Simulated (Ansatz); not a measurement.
With PBEsol (plane waves, PAW; program Ansatz), Li in the diamond structure (Fd-3m) relaxes to a = 5.882 Å. Li has 4 nearest neighbours from 2.55 Å (tetrahedral).

Electronic character: metallic (no gap).

The bulk modulus is 5.5 GPa. The relaxed-ion elastic constants in GPa are C11 = -7.4, C12 = 12.0, C44 = -41.0. The highest mode at Γ lies at 302 cm⁻¹.

The start of the workflow was typed in or built on a structure type; neither database checked (COD, Materials Project) lists it. It is not the phase usual at ambient conditions (space group No. 229). The PBEsol relaxation kept the symmetry of its start. At this level the phase is mechanically unstable. The volume moved by -25 % from the start of the relaxation. As this level gives no gap, shear constants depend on the k-mesh and smearing (Fermi–Dirac, 0.1 eV here). As this level gives no gap, phonon frequencies hold no LO–TO term and depend on the k-mesh and smearing (Fermi–Dirac, 0.1 eV here).

Potentials: the later of the program's two PAW sets.
